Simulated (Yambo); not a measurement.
## How GW settings move the gap: PtCl2

G0W0@PBEsol for PtCl₂ (space group Pnnm, No. 58) in Yambo. Reference settings: 4×1×4 Γ-centred k mesh, bands 9 to 215 and a 7 Ry block in the screening, 215 bands in G with the Bruneval-Gonze terminator, plasmon pole fitted at 27.2 eV. The PBEsol gap Γ → (0, 0, 0.25) on this mesh is 0.63 eV; G0W0 gaps are taken between the same points.

| change from the reference | G0W0 gap Γ → (0, 0, 0.25) (eV) | shift of the valence edge (eV) |
|---|---|---|
| reference settings | 2.40 | -0.75 |
| 86 bands in W, 86 bands in G | 2.42 | -0.49 |
| 141 bands in G | 2.40 | -0.73 |
| 105 bands in W | 2.40 | -0.61 |
| 1 Ry block | 3.02 | -0.85 |
| 86 bands in G, no terminator | 2.42 | -0.03 |

The reference isn't shown to be the converged limit. In the run with 215 bands and a 7 Ry block, which covers more k points, the smallest G0W0 gap is 2.26 eV, (-0.5, 0, -0.5) → (0, 0, 0.25).

Spin-orbit coupling is left out, which matters for elements this heavy: edges can move by tenths of an eV.

Geometry relaxed with PBE+D3(BJ); primitive cell a = 3.628 Å, b = 11.036 Å, c = 3.455 Å, α = β = γ = 90.00°.

The structure is a Materials Project entry; no match was found in the copy of COD used, and its stability was not checked.

A shift is the quasiparticle energy of the state minus its PBEsol energy.
